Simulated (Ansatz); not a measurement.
AlBO3:
```
CELL_PARAMETERS angstrom
      2.23234     1.28884     4.58382
     -2.23234     1.28884     4.58382
      0.00000    -2.57769     4.58382
ATOMIC_POSITIONS crystal
  Al 0.50000 0.50000 0.50000
  Al 0.00000 0.00000 0.00000
  B  0.75000 0.75000 0.75000
  B  0.25000 0.25000 0.25000
  O  0.75000 0.44149 0.05851
  O  0.25000 0.55851 0.94149
  O  0.05851 0.75000 0.44149
  O  0.94149 0.25000 0.55851
  O  0.44149 0.05851 0.75000
  O  0.55851 0.94149 0.25000
```

Tensor components refer to the Cartesian frame of this cell.

### Question
Give the high-frequency dielectric tensor and the Born effective charge tensors of the independent atoms from DFPT, plane-wave PAW r²SCAN (Ansatz code).

### Answer

ε∞:
```
3.12  0.00  0.00
0.00  3.12  0.00
0.00  0.00  2.87
```
Z* of atom 1 (Al), rows: field, columns: displacement, in e:
```
 3.20  -0.22   0.00
 0.22   3.20   0.00
 0.00   0.00   3.10
```
Z* of atom 3 (B), rows: field, columns: displacement, in e:
```
2.75  0.00  0.00
0.00  2.75  0.00
0.00  0.00  1.32
```
Z* of atom 5 (O), rows: field, columns: displacement, in e:
```
-1.80   0.32   0.24
 0.32  -2.17   0.14
 0.20   0.11  -1.48
```

Static charges for comparison (Bader): Al1 +2.60, B3 +2.43, O5 -1.68 e. Born charges measure polarisation by displacement and can exceed these by far.

Space group R-3c. The workflow started from a Materials Project entry (that database holds measured and hypothetical structures alike); the Crystallography Open Database files this formula in space group No. 167, but the cells were not matched. Its standing as an ambient phase is unchecked. The r²SCAN relaxation kept the symmetry of its start; its stability against distortions is not shown here.

Potentials: the later of the program's two PAW sets.
